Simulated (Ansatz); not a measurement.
TiAl:
```yaml
crystal:
  lattice:
    - [2.79454, 0.00000, 0.00000]
    - [0.00000, 2.79454, 0.00000]
    - [0.00000, 0.00000, 4.03889]
  atoms:
    - { symbol: Ti, position: [0.50000, 0.50000, 0.50000] }
    - { symbol: Al, position: [0.00000, 0.00000, 0.00000] }
```

Relaxed with PBEsol. Special points in fractions of this cell's reciprocal vectors: Γ (0.000, 0.000, 0.000); X (0.000, 0.500, 0.000); M (0.500, 0.500, 0.000); Z (0.000, 0.000, 0.500); R (0.000, 0.500, 0.500); A (0.500, 0.500, 0.500).

List the band energies nearest the Fermi level at these points for DFT-PBEsol in the program Ansatz with PAW potentials.

In eV from the Fermi level; about four levels below and three above (degenerate sets whole), none deeper than 8.9 eV; points with the same levels are listed once.

```csv
k,below,above
Γ,-1.94 -0.88 -0.35,2.24 2.24 3.42
X,-4.60 -4.54 -1.77 -0.27,1.78 2.62 4.53
M,-0.42 -0.42 -0.24 -0.24,4.42 5.22 6.13
Z,-7.64 -5.33 -0.70,0.63 1.88 1.88
R,-4.98 -2.97 -1.22 -1.11,1.40 1.83 2.39
A,-2.62 -2.31 -2.31,1.96 2.20 2.70
```

Space group P4/mmm (L1₀ or tetragonal B2). The PBEsol relaxation kept the symmetry of its start. No spin polarisation was allowed.

Potentials: the earlier of the program's two PAW sets. The files were generated under PBE; for other functionals the program regenerates the frozen cores, and for LDA and PBEsol the local potential too.
